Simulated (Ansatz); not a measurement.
SrCu$_{2}$Si$_{2}$ in space group I4/mmm (No. 139; Cu on 4d, Si on 4e, Sr on 2a) at seven volumes, DFT-PBEsol in the program Ansatz with PAW potentials, shape and atoms relaxed at each. One row is withheld.

| V (Å³/atom) | P (GPa) |
|---|---|
| 15.300 | 11.10 |
| 15.805 | 6.77 |
| 16.309 | 3.11 |
| 16.813 | 0.00 |
| 17.318 | ? |
| 17.822 | -4.86 |
| 18.327 | -6.74 |

### Question
Fit the shown pressures and predict the withheld one.

### Answer
P = (3/2)B₀(x^(7/2) − x^(5/2))[1 + (3/4)(B′ − 4)(x − 1)] with x = (V₀/V)^(2/3). Least squares on the six rows gives V₀ = 16.814 Å³/atom, B₀ = 95.0 GPa, B′ = 4.51. At V = 17.318, x = 0.9805 and P = -2.63 GPa. The run itself gave -2.63 GPa.

The workflow started from an entry of the Crystallography Open Database (COD). Its standing as an ambient phase is unchecked. The PBEsol relaxation kept the symmetry of its start; its stability against distortions is not shown here. The run is not spin-polarised.

Potentials: the later of the program's two PAW sets.
